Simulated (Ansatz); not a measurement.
Sn:
```cif
data_Sn24
_chemical_formula_sum 'Sn24'
_space_group_name_H-M_alt 'R-3 :H'
_space_group_IT_number 148
_space_group_name_Hall '-R 3'
_cell_length_a 11.50665
_cell_length_b 11.50665
_cell_length_c 6.73537
_cell_angle_alpha 90.000
_cell_angle_beta 90.000
_cell_angle_gamma 120.000
loop_
_atom_site_label
_atom_site_type_symbol
_atom_site_symmetry_multiplicity
_atom_site_Wyckoff_symbol
_atom_site_fract_x
_atom_site_fract_y
_atom_site_fract_z
_atom_site_occupancy
Sn1 Sn 18 f 0.04363 0.26839 0.21537 1
Sn2 Sn 6 c 0.00000 0.00000 0.28054 1
```
(The calculation used a cell of 8 atoms; values per cell refer to that cell.)

Relaxed at zero pressure with PBE in the plane-wave PAW code Ansatz.

Task: The volume is raised by 6 % and shape and atoms relax at that volume. What pressure results, and how do the axes share the change?

Result: -1.6 GPa; a 1.5 %, b 1.5 %, c 2.9 %; the energy rises by 10 meV/atom.

Task: Give the new structure.

Result: 
Space group R-3, hexagonal axes (No. 148); a = 11.6814 Å, b = 11.6814 Å, c = 6.9274 Å, α = 90.00°, β = 90.00°, γ = 120.00°

```tsv
atom	site	symmetry	x	y	z
Sn	18f	1	0.0401	0.2681	0.2293
Sn	6c	3.	0.0000	0.0000	0.2846
```

The phase is kept; no other phase was compared at this pressure.

The start of the workflow was typed in or built on a structure type; neither database checked (COD, Materials Project) lists it. It is not the phase usual at ambient conditions (space group No. 141). Symmetry was held in the PBE relaxation; its stability against distortions is not shown here. Axis ratios of metals converge slowly with the k-mesh, so a and c are less sure than the volume. Scalar-relativistic: spin–orbit coupling is off unless named, which matters more the heavier the elements.

Potentials: the earlier of the program's two PAW sets.
